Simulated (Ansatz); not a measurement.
Data:

LiH:
Space group Fm-3m (No. 225); a = 4.0068 Å, b = 4.0068 Å, c = 4.0068 Å, α = 90.00°, β = 90.00°, γ = 90.00°

```tsv
atom	site	symmetry	x	y	z
Li	4a	m-3m	0.0000	0.0000	0.0000
H	4b	m-3m	0.5000	0.5000	0.5000
```
(The calculation used a cell of 2 atoms; values per cell refer to that cell.)

This is the PBE-relaxed structure.

Question: All from PBE in the plane-wave PAW code Ansatz, unless another level is named. Predict the Poisson's ratio.

Answer: 0.08.

Question: Predict the vibrational entropy at 300 K.

Answer: 9.7 J/(K·mol of atoms).

Question: What about the elastic constants (relaxed ions, GPa)?

Answer: C11 = 83.2, C12 = 13.0, C44 = 48.7.

The cell was relaxed with PBE under the symmetry of its start; phonons on a q-mesh show no instability.

Potentials: the later of the program's two PAW sets.
